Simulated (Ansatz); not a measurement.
Does relaxation matter for the field gradients of WS2 with an S vacancy?

Start: a supercell of WS2 (space group P6_3/mmc) built from an entry of the Crystallography Open Database (COD) (the entry's cell lengths or inner coordinates differ somewhat from later room-temperature determinations), with all atoms left at the host's positions.

```cif
data_W8S15
_symmetry_space_group_name_H-M 'P3m1'
_symmetry_Int_Tables_number 156
_cell_length_a 6.3600
_cell_length_b 6.3600
_cell_length_c 12.5000
_cell_angle_alpha 90.000
_cell_angle_beta 90.000
_cell_angle_gamma 120.000
loop_
_atom_site_label
_atom_site_type_symbol
_atom_site_symmetry_multiplicity
_atom_site_Wyckoff_symbol
_atom_site_fract_x
_atom_site_fract_y
_atom_site_fract_z
W1 W 1 a 0.0000 0.0000 0.2500
W2 W 3 d 0.0000 0.5000 0.2500
W5 W 3 d 0.1667 0.8333 0.7500
W8 W 1 c 0.6667 0.3333 0.7500
S9 S 3 d 0.0000 0.5000 0.6250
S12 S 3 d 0.1667 0.8333 0.1250
S15 S 1 c 0.6667 0.3333 0.1250
S16 S 1 a 0.0000 0.0000 0.8750
S17 S 3 d 0.0000 0.5000 0.8750
S20 S 3 d 0.1667 0.8333 0.3750
S23 S 1 c 0.6667 0.3333 0.3750
```

One atom of each set is listed.

Method: Kohn–Sham DFT in Ansatz, PBE, plane waves and PAW, scalar-relativistic, 420 eV cutoff, Γ-centred 4×4×2 k-points, Fermi–Dirac smearing 0.01 eV, cell charge +2.

The largest force at the start is 0.75 eV/Å. Relaxing the ions at fixed cell moves them by 0.049 Å at most (atom 5, W) and 0.027 Å rms. End positions:

W1 (0.0000, 0.0000, 0.2490)
W2 (0.0000, 0.5000, 0.2488)
W5 (0.1622, 0.8378, 0.7505)
W8 (0.6667, 0.3333, 0.7515)
S9 (0.9990, 0.4995, 0.6267)
S12 (0.1665, 0.8335, 0.1242)
S15 (0.6667, 0.3333, 0.1242)
S16 (0.0000, 0.0000, 0.8777)
S17 (0.0074, 0.5037, 0.8750)
S20 (0.1668, 0.8332, 0.3743)
S23 (0.6667, 0.3333, 0.3744)

```json
{"site": "W1", "moved (Å)": "0.012", "first shell before": "6 S at 2.41 Å", "first shell after": "6 S at 2.41 Å", "V_zz before (10²¹ V/m²)": "-17.02", "η before": "0.00"}
{"site": "W2", "moved (Å)": "0.014", "first shell before": "6 S at 2.41 Å", "first shell after": "6 S at 2.41–2.42 Å", "V_zz before (10²¹ V/m²)": "-17.04", "η before": "0.01"}
{"site": "W5", "moved (Å)": "0.049", "first shell before": "5 S at 2.41 Å", "first shell after": "5 S at 2.39–2.42 Å", "V_zz before (10²¹ V/m²)": "-25.2", "η before": "0.80"}
{"site": "W8", "moved (Å)": "0.019", "first shell before": "6 S at 2.41 Å", "first shell after": "6 S at 2.41–2.43 Å", "V_zz before (10²¹ V/m²)": "-19.33", "η before": "0.00"}
{"site": "S9", "moved (Å)": "0.021", "first shell before": "3 W at 2.41 Å", "first shell after": "3 W at 2.41–2.42 Å", "V_zz before (10²¹ V/m²)": "2.88", "η before": "0.99"}
{"site": "S12", "moved (Å)": "0.010", "first shell before": "3 W at 2.41 Å", "first shell after": "3 W at 2.41 Å", "V_zz before (10²¹ V/m²)": "-3.88", "η before": "0.00"}
{"site": "S15", "moved (Å)": "0.010", "first shell before": "3 W at 2.41 Å", "first shell after": "3 W at 2.41 Å", "V_zz before (10²¹ V/m²)": "-3.68", "η before": "0.00"}
{"site": "S16", "moved (Å)": "0.033", "first shell before": "3 W at 2.41 Å", "first shell after": "3 W at 2.39 Å", "V_zz before (10²¹ V/m²)": "-3.35", "η before": "0.00"}
{"site": "S17", "moved (Å)": "0.041", "first shell before": "3 W at 2.41 Å", "first shell after": "3 W at 2.41–2.43 Å", "V_zz before (10²¹ V/m²)": "-5.23", "η before": "0.66"}
{"site": "S20", "moved (Å)": "0.009", "first shell before": "3 W at 2.41 Å", "first shell after": "3 W at 2.41 Å", "V_zz before (10²¹ V/m²)": "-4.66", "η before": "0.01"}
```

(1) What are V_zz and η after the relaxation?

Results:

(1) 

| site | V_zz after | η after | change of V_zz |
| --- | --- | --- | --- |
| W1 | -16.73 | 0.00 | +0.29 |
| W2 | -16.83 | 0.01 | +0.21 |
| W5 | -23.1 | 0.80 | +2.05 |
| W8 | -18.36 | 0.00 | +0.97 |
| S9 | -3.21 | 0.56 | – |
| S12 | -3.80 | 0.01 | +0.08 |
| S15 | -3.79 | 0.00 | -0.11 |
| S16 | -3.13 | 0.00 | +0.22 |
| S17 | -5.69 | 0.30 | -0.46 |
| S20 | -4.61 | 0.01 | +0.05 |

The largest change of V_zz along a kept axis is on W5, from -25.2 to -23.1. In per cent, |V_zz| changes by -8 to -1 on W, -7 to +9 on S (all sites that start above 2, bar those whose gradient vanishes or changes sign or whose main axis turns by over 40°). Where |V_zz| stays above 0.1 and the axes keep their order, η moves most on S17, from 0.66 to 0.30. On S9 the largest principal value lies along another axis in the second run, so the two V_zz can't be compared directly. The table leaves out 1 of the 11 sites, with |V_zz| up to 4.28; their tensors move by 0.04 at most along any direction. The statements above cover all sites.

The run isn't spin-polarised, and a state with spin may lie lower. The defect repeats with the cell of 23 atoms, so it feels its images: sites between two images don't show the values beside a lone defect, and zeros or small values of η there can come from the images' arrangement. S and W carry a gradient in the pure host already, so the values there aren't the defect's effect alone. A uniform background compensates the cell's charge. The defect cell has no gap above 0.1 eV on its mesh, so the values can hang on the smearing and the k-mesh. Without spin–orbit coupling the gradients at and beside W can be off by some per cent, at some sites by more.
Before: The neighbours have not yet relaxed around the defect (largest force 0.75 eV/Å), so a real crystal will differ.
After: The relaxation keeps the symmetry of the vacancy's site, so distortions that break it, Jahn–Teller ones too, aren't explored.
